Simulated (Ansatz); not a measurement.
**Find the missing element**

Cell vectors (Å):

```
 2.1603  1.2472  3.6855
-2.1603  1.2472  3.6855
 0.0000 -2.4945  3.6855
```

| atom | a | b | c |
| --- | --- | --- | --- |
| X | 0.2359 | 0.2359 | 0.2359 |
| X | 0.7641 | 0.7641 | 0.7641 |

Method: PBEsol, PAW on Ansatz 0.2.0's default frozen-core files (fitted under PBE), scalar-relativistic. k mesh 14×14×14, strains of ±0.003, Fermi-Dirac smearing of 0.050 eV.

Elastic constants of a crystal by Kohn-Sham DFT: slopes of the stress over finite engineering strains of the given cell, Voigt indices, Cartesian axes as in the cell vectors.

| index | elastic (GPa) |
| --- | --- |
| 11 | 102.5 |
| 12 | 26.2 |
| 13 | 27.8 |
| 14 | -25 |
| 33 | 53 |
| 44 | 42.9 |

Task: All X atoms are one element. Which one was computed?

Result: Sb; the crystal is Sb (R-3m).

Caveats: frozen-core PAW files fitted under PBE, their cores solved anew for the functional of the run; responses of metals move with mesh and smearing; elastic stability says nothing of phonons or of other phases.
